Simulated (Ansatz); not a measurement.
The relaxed structure here is a generated cell of SiS2: the first start was made by placing the elements on the sites of a structure type, and the end was not matched to a known phase here, so it may be hypothetical.

One stationary structure of SiS₂. Space group C2 (No. 5). All values below come from r2SCAN (plane waves to 500 eV, PAW, scalar-relativistic; Ansatz, a quantum-chemistry and plane-wave program).

```xyz
6
Lattice="4.1586 -2.9700 0.0000 4.1586 2.9700 0.0000 -3.4901 0.0000 5.5147" Properties=species:S:1:pos:R:3 pbc="T T T"
S      2.3504    -0.3280     4.6350
S      2.4768    -0.3280     0.8798
S     -0.7721    -0.2821     2.3768
Si     1.7666    -2.3600     5.0514
Si     3.0605    -2.3600     0.4633
S      5.5993    -0.2821     3.1380
```

```yaml
volume_per_atom: 22.70 Å³
band_gap: 2.07 eV, indirect (valence top at k = (0.4286, 0.4286, 0.1667), conduction bottom at k = (0.2857, 0.2857, 0.1667)) (no spin-orbit coupling)
smallest_direct_gap: 2.34 eV at k = (0.2857, 0.2857, 0.1667)
shortest_distances: S–S 2.09 Å; S–Si 2.14 Å; Si–Si 2.38 Å
k-mesh: 7×7×6
```

Band energies at high-symmetry points (eV from the VBM; labels of this space group; no spin-orbit coupling), from −5 eV up to 4.7 eV:

```tsv
point	energies
Γ	-4.69 -3.32 -2.73 -2.22 -1.79 -1.73 -1.30 -1.28 2.35 3.17 3.69 3.81
C	-4.78 -4.30 -3.78 -2.73 -2.64 -1.31 -1.30 -0.55 -0.22 2.55 3.13 3.40 4.32
C2	-4.78 -4.30 -3.78 -2.73 -2.64 -1.31 -1.30 -0.55 -0.22 2.55 3.13 3.40 4.32
Y2	-4.16 -3.87 -2.82 -2.71 -1.28 -1.27 -0.47 -0.06 2.66 3.08 3.50 4.32 4.49
M2	-4.51 -4.15 -2.70 -2.33 -2.02 -0.91 -0.68 -0.19 3.14 3.21 4.02 4.52
D	-3.94 -3.84 -3.14 -2.85 -1.85 -1.40 -1.23 -0.26 2.87 3.25 4.25 4.30
D2	-3.94 -3.84 -3.14 -2.85 -1.85 -1.40 -1.23 -0.26 2.87 3.25 4.25 4.30
A	-4.03 -3.53 -3.24 -2.48 -2.45 -1.87 -1.69 -0.92 2.82 3.07 3.23 4.20
```

The relaxed cell holds bonded S–S pairs (2.09 Å). No spin polarisation in the result.

It was reached from a disturbed copy of a Ibam (No. 72) cell (AFLOW prototype A2B_oI12_72_j_a (C42, as in SiS2)), against which it lies +316 meV/atom.
